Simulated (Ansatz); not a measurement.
# Computed properties of ZrPbO₃

ZrPbO3:
```yaml
crystal:
  lattice:
    - [4.14129, 0.00000, 0.00000]
    - [0.00000, 4.14129, 0.00000]
    - [0.00000, 0.00000, 4.14129]
  atoms:
    - { symbol: Zr, position: [0.00000, 0.00000, 0.00000] }
    - { symbol: Pb, position: [0.50000, 0.50000, 0.50000] }
    - { symbol: O, position: [0.50000, 0.00000, 0.00000] }
    - { symbol: O, position: [0.00000, 0.50000, 0.00000] }
    - { symbol: O, position: [0.00000, 0.00000, 0.50000] }
```

Space group Pm-3m (No. 221), cubic perovskite; conventional cell a = b = c = 4.141 Å, α = β = γ = 90.00°.

Method: PBEsol in the plane-wave PAW code Ansatz. Geometry: relaxed at this level of theory. Other levels are named where they apply.

### Cell and energy

```
Quantity                                                         Result
-----------------------------------------------------  ----------------
Volume per atom                                                14.20 Å³
Density                                                      8.10 g/cm³
Formation energy from the elements (no fitted shifts)  -235 kJ/mol-atom
```

### Electronic structure

```
Property                                                                           Value
------------------------------------------------  --------------------------------------
Band gap                                           2.34 eV (smallest direct gap 2.36 eV)
Valence-band maximum                                                                at M
Conduction-band minimum                                      at X (3 equivalent valleys)
Electron effective mass                           0.19, 0.33, 0.33 mₑ (principal values)
Electron effective mass with spin–orbit coupling  0.19, 0.36, 0.36 mₑ (principal values)
Hole effective mass with spin–orbit coupling      0.23, 0.77, 0.77 mₑ (principal values)
HSE06 gap on the PBEsol cell                                                     3.48 eV
Gap with spin–orbit coupling                                                     2.01 eV
```

### Mechanics

```
Property                                                                       Value
--------------------------------------------  --------------------------------------
Bulk modulus (Birch–Murnaghan fit)                                           169 GPa
Pressure derivative B′                                                           4.4
Elastic constants (relaxed ions, GPa)              C11 = 325, C12 = 91.8, C44 = 64.7
Mechanical stability                          stable (all eigenvalues of C positive)
Hill bulk and shear moduli                                          169 and 82.1 GPa
Young's modulus                                                              212 GPa
Poisson's ratio                                                                 0.29
Debye temperature from the elastic constants                                   437 K
```

### Dielectric response

```
Quantity                                                         Result
----------------------------------------  -----------------------------
Electronic dielectric constant ε∞ (DFPT)                           6.96
Born charges (a third of the trace)       Zr +5.92, Pb +3.92, O -3.28 e
```

### Phonons

```
Quantity                                                                      Result
--------------------------------------------------  --------------------------------
Highest zone-centre frequency (without LO–TO term)                          550 cm⁻¹
Zone-centre stability                               unstable, softest mode 134i cm⁻¹
Dynamical stability on the path                          unstable, down to 176i cm⁻¹
```

The workflow started from a Materials Project entry (that database holds measured and hypothetical structures alike); the Crystallography Open Database copy checked does not list it. COD files the formula under space group No. 38, 55. Whether it is the stable phase at ambient conditions was not checked. The cell was relaxed with PBEsol under the symmetry of its start. No spin polarisation was allowed. The references are the lowest solids computed at this level, not always the standard phases (solids in place of the gases). Spin–orbit coupling is left out wherever it is not named.

Potentials: the later of the program's two PAW sets.
